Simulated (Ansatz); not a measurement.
## From the elastic tensor of BeCo to moduli and sound speeds

The calculation used DFT LDA, scalar-relativistic, plane waves, PAW (Ansatz). Plane waves to 420 eV; Γ-centred k mesh 16×16×16; Gaussian smearing of 0.20 eV. Collinear spin, site moments 0.0, 0.2 μB.

The structure is cubic, space group Pm-3m (No. 221). The conventional cell has a = 2.538 Å, b = 2.538 Å, c = 2.538 Å, α = 90.00°, β = 90.00°, γ = 90.00°. Around Be (site symmetry m-3m) lie 8 Co at 2.20 Å. Co (site symmetry m-3m) has 8 Be at 2.20 Å as nearest neighbours.

In a metal, frequencies and elastic constants depend on the k mesh and the smearing, soft modes and shear constants most.

Relaxed-ion constants (GPa, on the Cartesian axes of the calculation):
```
364.5 161.4 161.4   0.0   0.0   0.0
161.4 364.5 161.4   0.0   0.0   0.0
161.4 161.4 364.5   0.0   0.0   0.0
  0.0   0.0   0.0 170.7   0.0   0.0
  0.0   0.0   0.0   0.0 170.7   0.0
  0.0   0.0   0.0   0.0   0.0 170.7
```

Density 6.904 g/cm³; 2 atoms in 16.34 Å³.

The values that follow are for a polycrystal of randomly turned grains, by Hill's mean where one number stands.

With S = C⁻¹: B_V = (C11+C22+C33+2(C12+C13+C23))/9, G_V = (C11+C22+C33−C12−C13−C23+3(C44+C55+C66))/15, 1/B_R = S11+S22+S33+2(S12+S13+S23), 15/G_R = 4(S11+S22+S33−S12−S13−S23)+3(S44+S55+S66); Hill is their mean. Then v_l = √((B+4G/3)/ρ), v_t = √(G/ρ), v_m = [(2/v_t³+1/v_l³)/3]^(−1/3) and Θ = (ħ/k_B)·v_m·(6π²n/V)^(1/3) for n atoms in the volume V; E = 9BG/(3B+G), ν = (3B−2G)/(2(3B+G)) and A^U = 5G_V/G_R + B_V/B_R − 6.

```
Bulk modulus, Voigt / Reuss / Hill          : 229.1 / 229.1 / 229.1 GPa
Shear modulus, Voigt / Reuss / Hill         : 143.0 / 134.2 / 138.6 GPa
Young's modulus                             : 346 GPa
Poisson ratio                               : 0.248
Pugh ratio B/G                              : 1.65 (under 1.75, the rule of thumb for brittle)
Universal anisotropy index                  : 0.33
Longitudinal and transverse sound speeds    : 7743 and 4480 m/s
Debye temperature from the mean sound speed : 735 K
```

Cost: 1 run of about 3 core-minutes, on Arm Neoverse V1 (shared hosts).